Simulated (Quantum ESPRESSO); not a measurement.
# Si6NAl: input and log of a self-consistent run

A calculation, not a measurement. The program is pw.x of Quantum ESPRESSO 7.5 (plane-wave density functional theory). The cell is made up: 8 atoms on a zincblende/diamond lattice, with randomly drawn elements, strain and displacements, not relaxed. PseudoDojo standard norm-conserving files (v0.5 for PBE, v0.4.1 for LDA and PBEsol) set the functional; there is no spin polarisation, spin-orbit coupling or dispersion term, and the masses in the input are unused placeholders.

Input:

```
&control calculation='scf', pseudo_dir='./dojo.nc.sr.pbe.v0_5.standard.upf', outdir='./o', disk_io='medium', tprnfor=.true., tstress=.true. /
&system ibrav=0, nat=8, ntyp=3, nbnd=26, ecutwfc=84.00895049, nosym=.true., tot_charge=0,
 occupations='smearing', smearing='fd', degauss=0.0073498644
/
&electrons conv_thr=7.350e-09, electron_maxstep=60, /
ATOMIC_SPECIES
Al 1.0 Al.upf
N 1.0 N.upf
Si 1.0 Si.upf
CELL_PARAMETERS angstrom
5.554 0.0 0.0
0.0 5.554 0.0
0.0 0.0 5.554
ATOMIC_POSITIONS angstrom
Si 0.1013 0.0388 -0.0498
Si 0.0698 2.8319 2.76
N 2.7493 0.0013 2.8557
Si 2.8414 2.801 -0.1131
Al 1.3964 1.4745 1.4531
Si 1.4686 4.06 4.2604
Si 4.2329 1.3909 4.084
Si 4.0422 4.299 1.3365
K_POINTS automatic
6 6 6 1 1 1
```

The log is shortened where brackets say so; the opening notice, blank lines, dates and the lines on written files are dropped, and the path of the files is cut. It prints rydbergs, bohrs and kilobars, and counts compression as positive stress.

```
     Program PWSCF v.7.5
     Parallel version (MPI & OpenMP), running on       1 processor cores
     Number of MPI processes:                 1
     Threads/MPI process:                     1
     [start-up lines left out]
     bravais-lattice index     =            0
     lattice parameter (alat)  =      10.4955  a.u.
     unit-cell volume          =    1156.1501 (a.u.)^3
     number of atoms/cell      =            8
     number of atomic types    =            3
     number of electrons       =        32.00
     number of Kohn-Sham states=           26
     kinetic-energy cutoff     =      84.0090  Ry
     charge density cutoff     =     336.0358  Ry
     scf convergence threshold =      7.3E-09
     mixing beta               =       0.7000
     number of iterations used =            8  plain     mixing
     Exchange-correlation= PBE
                           (   1   4   3   4   0   0   0)
     [axes and pseudopotential details left out]
   Cartesian axes
     site n.     atom                  positions (alat units)
         1        Si     tau(   1) = (   0.0182391   0.0069860  -0.0089665  )
         2        Si     tau(   2) = (   0.0125675   0.5098848   0.4969391  )
         3        N      tau(   3) = (   0.4950126   0.0002341   0.5141700  )
         4        Si     tau(   4) = (   0.5115952   0.5043212  -0.0203637  )
         5        Al     tau(   5) = (   0.2514224   0.2654843   0.2616313  )
         6        Si     tau(   6) = (   0.2644220   0.7310047   0.7670868  )
         7        Si     tau(   7) = (   0.7621354   0.2504321   0.7353259  )
         8        Si     tau(   8) = (   0.7277998   0.7740367   0.2406374  )
     number of k points=   108  Fermi-Dirac smearing, width (Ry)=  0.0073
     Number of k-points >= 100: set verbosity='high' to print them.
     Dense  grid:   120281 G-vectors     FFT dimensions: (  64,  64,  64)
     Estimated max dynamical RAM per process >     140.50 MB
     Initial potential from superposition of free atoms
     starting charge      31.9939, renormalised to      32.0000
     Starting wfcs are   32 randomized atomic wfcs
     total cpu time spent up to now is       24.9 secs
     per-process dynamical memory:   109.6 Mb
     Self-consistent Calculation
     iteration #  1     ecut=    84.01 Ry     beta= 0.70
     Davidson diagonalization with overlap
     ethr =  1.00E-02,  avg # of iterations =  3.5
     total cpu time spent up to now is      106.3 secs
     total energy              =     -75.62442830 Ry
     estimated scf accuracy    <       0.59486567 Ry
     iteration #  2     ecut=    84.01 Ry     beta= 0.70
     Davidson diagonalization with overlap
     ethr =  1.86E-03,  avg # of iterations =  4.1
     total cpu time spent up to now is      180.3 secs
     total energy              =     -75.38167510 Ry
     estimated scf accuracy    <       3.45190808 Ry
     iteration #  3     ecut=    84.01 Ry     beta= 0.70
     Davidson diagonalization with overlap
     ethr =  1.86E-03,  avg # of iterations =  3.0
     total cpu time spent up to now is      249.1 secs
     total energy              =     -75.87850010 Ry
     estimated scf accuracy    <       0.07548579 Ry
     iteration #  4     ecut=    84.01 Ry     beta= 0.70
     Davidson diagonalization with overlap
     ethr =  2.36E-04,  avg # of iterations =  3.9
     total cpu time spent up to now is      311.8 secs
     total energy              =     -75.89412637 Ry
     estimated scf accuracy    <       0.00874838 Ry
     iteration #  5     ecut=    84.01 Ry     beta= 0.70
     Davidson diagonalization with overlap
     c_bands:  1 eigenvalues not converged
     ethr =  2.73E-05,  avg # of iterations =  8.3
     total cpu time spent up to now is      391.9 secs
     total energy              =     -75.89555727 Ry
     estimated scf accuracy    <       0.00274085 Ry
     iteration #  6     ecut=    84.01 Ry     beta= 0.70
     Davidson diagonalization with overlap
     c_bands:  1 eigenvalues not converged
     ethr =  8.57E-06,  avg # of iterations =  4.4
     total cpu time spent up to now is      449.7 secs
     total energy              =     -75.89599898 Ry
     estimated scf accuracy    <       0.00019950 Ry
     iteration #  7     ecut=    84.01 Ry     beta= 0.70
     Davidson diagonalization with overlap
     ethr =  6.23E-07,  avg # of iterations =  4.8
     total cpu time spent up to now is      528.4 secs
     total energy              =     -75.89603848 Ry
     estimated scf accuracy    <       0.00001624 Ry
     iteration #  8     ecut=    84.01 Ry     beta= 0.70
     Davidson diagonalization with overlap
     ethr =  5.07E-08,  avg # of iterations =  2.5
     total cpu time spent up to now is      611.7 secs
     total energy              =     -75.89604363 Ry
     estimated scf accuracy    <       0.00000137 Ry
     iteration #  9     ecut=    84.01 Ry     beta= 0.70
     Davidson diagonalization with overlap
     ethr =  4.27E-09,  avg # of iterations =  3.1
     total cpu time spent up to now is      705.3 secs
     total energy              =     -75.89604399 Ry
     estimated scf accuracy    <       0.00000045 Ry
     iteration # 10     ecut=    84.01 Ry     beta= 0.70
     Davidson diagonalization with overlap
     ethr =  1.39E-09,  avg # of iterations =  1.8
     total cpu time spent up to now is      778.3 secs
     total energy              =     -75.89604402 Ry
     estimated scf accuracy    <       0.00000006 Ry
     iteration # 11     ecut=    84.01 Ry     beta= 0.70
     Davidson diagonalization with overlap
     ethr =  1.98E-10,  avg # of iterations =  2.1
     total cpu time spent up to now is      854.8 secs
     End of self-consistent calculation
     Number of k-points >= 100: set verbosity='high' to print the bands.
     the Fermi energy is     4.5362 ev
!    total energy              =     -75.89604404 Ry
     estimated scf accuracy    <          2.6E-09 Ry
     smearing contrib. (-TS)   =      -0.00378267 Ry
     internal energy E=F+TS    =     -75.89226137 Ry
     The total energy is F=E-TS. E is the sum of the following terms:
     one-electron contribution =       5.56115569 Ry
     hartree contribution      =      10.58015001 Ry
     xc contribution           =     -25.98913817 Ry
     ewald contribution        =     -66.04442891 Ry
     convergence has been achieved in  11 iterations
     Forces acting on atoms (cartesian axes, Ry/au):
     atom    1 type  3   force =    -0.02865697   -0.00749910    0.00561889
     atom    2 type  3   force =    -0.05745611    0.04455377    0.00882830
     atom    3 type  2   force =     0.02279236    0.00468664   -0.02273140
     atom    4 type  3   force =     0.03264798   -0.03550737    0.04603007
     atom    5 type  1   force =     0.06414308   -0.06382585    0.00116278
     atom    6 type  3   force =    -0.02333205    0.08000928   -0.07276331
     atom    7 type  3   force =    -0.02621611   -0.04083353   -0.02328452
     atom    8 type  3   force =     0.01607782    0.01841615    0.05713920
     Total force =     0.197398     Total SCF correction =     0.000052
     Computing stress (Cartesian axis) and pressure
          total   stress  (Ry/bohr**3)                   (kbar)     P=      -77.46
  -0.00054899  -0.00008146  -0.00000570          -80.76      -11.98       -0.84
  -0.00008146  -0.00052902   0.00004710          -11.98      -77.82        6.93
  -0.00000570   0.00004710  -0.00050161           -0.84        6.93      -73.79
     init_run     :     22.96s CPU     24.87s WALL (       1 calls)
     electrons    :    771.57s CPU    829.88s WALL (       1 calls)
     forces       :     12.16s CPU     12.29s WALL (       1 calls)
     stress       :     43.37s CPU     43.50s WALL (       1 calls)
     [timing details left out]
     PWSCF        :  14m10.33s CPU  15m11.71s WALL
     JOB DONE.
```

In other units: free energy -1032.618 eV for the cell, pressure -7.75 GPa, largest force component 2.057 eV/Å. A rerun of the same cell at another strain at 1437 eV and a 8 x 8 x 8 mesh moved values by no more than 0.007 eV in energy, 0.04 GPa in stress and 0.014 eV/Å in force.